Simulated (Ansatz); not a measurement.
MoW (CsCl type, Pm-3m) at seven volumes, plane-wave PAW r²SCAN (Ansatz code), scaled uniformly. One row is withheld.

| V (Å³/atom) | P (GPa) |
|---|---|
| 14.365 | 33.52 |
| 14.838 | 20.62 |
| 15.312 | 9.56 |
| 15.785 | 0.00 |
| 16.259 | -8.27 |
| 16.732 | -15.38 |
| 17.206 | ? |

Question: Fit the shown pressures and predict the withheld one.

Answer: P = (3/2)B₀(x^(7/2) − x^(5/2))[1 + (3/4)(B′ − 4)(x − 1)] with x = (V₀/V)^(2/3). Least squares on the six rows gives V₀ = 15.785 Å³/atom, B₀ = 296 GPa, B′ = 3.91. At V = 17.206, x = 0.9442 and P = -21.56 GPa. The run itself gave -21.47 GPa.

The start of the workflow was typed in or built on a structure type; neither database checked (COD, Materials Project) lists it. Whether it is the stable phase at ambient conditions was not checked. The r²SCAN relaxation kept the symmetry of its start; its stability against distortions is not shown here. No spin polarisation was allowed. Spin–orbit coupling is left out wherever it is not named.

Potentials: the earlier of the program's two PAW sets.
